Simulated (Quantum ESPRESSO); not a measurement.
Band energies of Zn₂P₂O₇

```
CELL_PARAMETERS angstrom
      3.32626    -4.19431     0.00000
      3.32626     4.19431     0.00000
     -1.16029     0.00000     4.40835
ATOMIC_POSITIONS crystal
  O  0.62606 0.93020 0.27708
  O  0.37394 0.06980 0.72292
  O  0.06980 0.37394 0.72292
  O  0.93020 0.62606 0.27708
  O  0.38011 0.38011 0.21278
  O  0.61989 0.61989 0.78722
  O  0.00000 0.00000 0.00000
  P  0.78545 0.78545 0.09292
  P  0.21455 0.21455 0.90708
  Zn 0.30934 0.69066 0.50000
  Zn 0.69066 0.30934 0.50000
```

norm-conserving LDA (Quantum ESPRESSO, 84 Ry, no spin-orbit coupling); path ΓYFHZIF1,H1Y1XΓN,MΓ; energies in eV from the valence-band maximum.

```
k (1/Å)  point  band 42  band 43  band 44  band 45  band 46  band 47  band 48  band 49
-------  -----  -------  -------  -------  -------  -------  -------  -------  -------
0.00         Γ    -1.40    -1.08    -0.69    -0.68    -0.49     3.60     6.63     7.79
0.58              -1.26    -1.10    -0.69    -0.49    -0.28     4.87     6.12     7.20
0.97         Y    -1.41    -1.23    -0.69    -0.45    -0.30     5.44     5.63     6.90
0.97         F    -1.45    -1.21    -0.59    -0.41    -0.30     5.25     5.36     6.93
1.49              -1.14    -0.85    -0.73    -0.58    -0.33     5.46     6.16     7.52
2.01              -1.31    -1.01    -0.67    -0.56    -0.37     6.12     6.34     6.91
2.19         H    -1.30    -1.12    -0.84    -0.39    -0.33     5.81     6.20     6.97
2.59              -0.90    -0.78    -0.58    -0.35    -0.05     5.71     6.77     6.92
2.80         Z    -0.84    -0.69    -0.50    -0.40     0.00     5.75     6.50     6.89
3.17              -1.13    -0.85    -0.56    -0.47    -0.26     5.48     6.14     6.90
3.55         I    -1.46    -1.22    -0.59    -0.41    -0.30     5.25     5.36     6.92
3.55        F1    -1.45    -1.21    -0.59    -0.41    -0.30     5.25     5.36     6.93
4.77        H1    -1.30    -1.12    -0.84    -0.39    -0.33     5.81     6.20     6.97
4.77        Y1    -1.41    -1.23    -0.69    -0.45    -0.30     5.44     5.63     6.90
4.97              -1.25    -1.15    -0.63    -0.61    -0.40     5.70     5.89     7.08
5.38         X    -1.03    -0.77    -0.61    -0.53    -0.53     5.94     6.32     7.05
5.57              -1.02    -0.97    -0.65    -0.58    -0.49     5.56     6.12     7.68
6.13         Γ    -1.40    -1.08    -0.69    -0.68    -0.49     3.60     6.63     7.79
6.63              -1.46    -1.05    -0.70    -0.52    -0.41     5.01     6.32     7.12
6.97         N    -1.17    -1.08    -0.79    -0.41    -0.40     5.95     5.96     7.48
6.97         M    -1.41    -0.90    -0.87    -0.64    -0.35     5.68     5.71     7.03
7.59         Γ    -1.40    -1.08    -0.69    -0.68    -0.49     3.60     6.63     7.79
```

The LDA gap is indirect, 3.60 eV, from Z to Γ; the smallest direct gap is 4.08 eV.

Geometry of the Materials Project entry, not relaxed at this level.

The structure is a Materials Project entry; no match was found in the copy of COD used, and its stability was not checked.
